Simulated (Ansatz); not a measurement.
A geometry of Bi₂Se₃ away from equilibrium: step 2 of the relaxation of a relaxed Bi2Se3 cell, doubled along one cell vector, shaken by Gaussian noise of σ = 0.08 Å a coordinate. Calculation: PBE (plane waves to 420 eV, PAW, scalar-relativistic; Ansatz, a program for electronic structure). Γ-centred k-mesh 6×6×2 on the run's cell (coarser than for final values), Fermi–Dirac smearing 0.05 eV.

```xyz
10
Lattice="4.1979 0.0022 -0.0190 -2.0970 3.6406 0.0148 -0.0970 0.0315 21.5430" Properties=species:S:1:pos:R:3:forces:R:3 pbc="T T T" free_energy=-82415.297 pressure_GPa=-0.6
Se    -0.0418    -0.0751     0.0277    0.0177    0.0946    0.0094
Se    -0.0777    -0.0272    10.8697    0.0618    0.0343   -0.1414
Se    -0.0783     2.4184     7.3358    0.2361    0.1083   -0.1441
Se    -0.0978     2.4246    17.9849   -0.1066   -0.0156    0.7024
Se     2.0419     1.1498     3.5393    0.0544    0.1051   -0.2162
Se     2.0787     1.2020    14.3650   -0.0611   -0.0546    0.0168
Bi    -0.0626     2.4369     1.9580    0.0059   -0.1444    0.3096
Bi    -0.0100     2.4153    12.8196    0.0166    0.0299   -0.0501
Bi     2.1328     1.2449     8.8607   -0.2545   -0.1179    0.3176
Bi     1.9775     1.2452    19.6536    0.0296   -0.0398   -0.8039
```

Positions in Å, forces in eV/Å, free energy of the cell in eV (comparable only within this code, potentials and settings). Largest force: 0.81 eV/Å, on Bi10 (atoms numbered as listed); the geometry lies 0.01 eV/atom above the end of its relaxation.

No spin polarisation in the result.

The end of the path is a generated cell of Bi2Se3: the first start was made by placing the elements on the sites of a structure type, and the end was not matched to a known phase here, so it may be hypothetical. Known forms of Bi2Se3 include space group No. 166.
